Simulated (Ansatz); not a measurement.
LiC6 in space group P6/mmm (No. 191; Li on 1a, C on 6k) under volume change, plane-wave PAW PBEsol (Ansatz code), shape and atoms relaxed at each volume.

```json
[
 {"V (Å³/atom)": "7.644", "E − E(relaxed) (meV/atom)": "16.3", "P (GPa)": "7.48"},
 {"V (Å³/atom)": "7.896", "E − E(relaxed) (meV/atom)": "6.9", "P (GPa)": "4.57"},
 {"V (Å³/atom)": "8.148", "E − E(relaxed) (meV/atom)": "1.6", "P (GPa)": "2.14"},
 {"V (Å³/atom)": "8.400", "E − E(relaxed) (meV/atom)": "0.0", "P (GPa)": "0.01"},
 {"V (Å³/atom)": "8.652", "E − E(relaxed) (meV/atom)": "___", "P (GPa)": "___"},
 {"V (Å³/atom)": "8.904", "E − E(relaxed) (meV/atom)": "___", "P (GPa)": "___"},
 {"V (Å³/atom)": "9.156", "E − E(relaxed) (meV/atom)": "11.5", "P (GPa)": "-4.42"}
]
```

Problem. Some entries are withheld; supply them.

Solution. 
- 8.904, E − E(relaxed) (meV/atom): 5.4
- 8.904, P (GPa): -3.26
- 8.652, E − E(relaxed) (meV/atom): 1.4
- 8.652, P (GPa): -1.78

Problem. What does a third-order Birch–Murnaghan fit give for V₀, B₀ and B′?

Solution. V₀ = 8.40 Å³/atom, B₀ = 63.5 GPa, B′ = 4.7.

The workflow started from a Materials Project entry (that database holds measured and hypothetical structures alike); the Crystallography Open Database copy checked does not list it. Its standing as an ambient phase is unchecked. The PBEsol relaxation kept the symmetry of its start; its stability against distortions is not shown here.

Potentials: the earlier of the program's two PAW sets. The files were generated under PBE; for other functionals the program regenerates the frozen cores, and for LDA and PBEsol the local potential too.
